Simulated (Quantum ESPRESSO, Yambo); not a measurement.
# Quasiparticle gap of AgI

Space group F-43m (No. 216); a = b = c = 6.446 Å, α = β = γ = 90.00°

```
atom  site  symmetry       x       y       z
----  ----  --------  ------  ------  ------
Ag      4a      -43m  0.0000  0.0000  0.0000
I       4d      -43m  0.7500  0.7500  0.7500
```
(The calculation used a cell of 2 atoms; values per cell refer to that cell.)

Cell and atoms were relaxed with PBEsol from Materials Project entry mp-22925, within its symmetry.

Starting point: PBEsol (pw.x of Quantum ESPRESSO, ONCV potentials, with spin-orbit coupling). G0W0 in Yambo: 4×4×4 Γ-centred k mesh, bands 9 to 152 and a 6 Ry block in the screening, 152 bands in G with the Bruneval-Gonze terminator, plasmon pole fitted at 27.2 eV.

| Item | Result |
|---|---|
| PBEsol gap along the band path | 0.97 eV |
| PBEsol gap between the mesh's edge points (Γ → Γ) | 0.97 eV |
| G0W0 gap between the same points | 2.08 eV |

```csv
k point,band,E PBEsol (eV),E QP (eV),shift (eV),Z
Γ,VB−2,0.00,-0.68,-0.68,0.80
Γ,VB−1,0.00,-0.68,-0.68,0.80
Γ,VB,0.00,-0.68,-0.68,0.80
Γ,CB,0.97,1.40,0.43,0.82
Γ,CB+1,0.97,1.40,0.43,0.82
L,VB,-0.81,-1.56,-0.75,0.79
L,CB,2.41,2.92,0.51,0.82
X,VB,-1.90,-2.75,-0.85,0.79
X,CB,3.19,3.40,0.21,0.83
W,VB,-1.89,-2.76,-0.87,0.78
W,CB,4.31,5.00,0.69,0.81
```

Energies count from the PBEsol valence-band maximum.

Nearest settings tried, and what they do to the gap: 74 bands in W: +110 meV. Not varied: bands in G, block, mesh. So the settings aren't converged at that level.
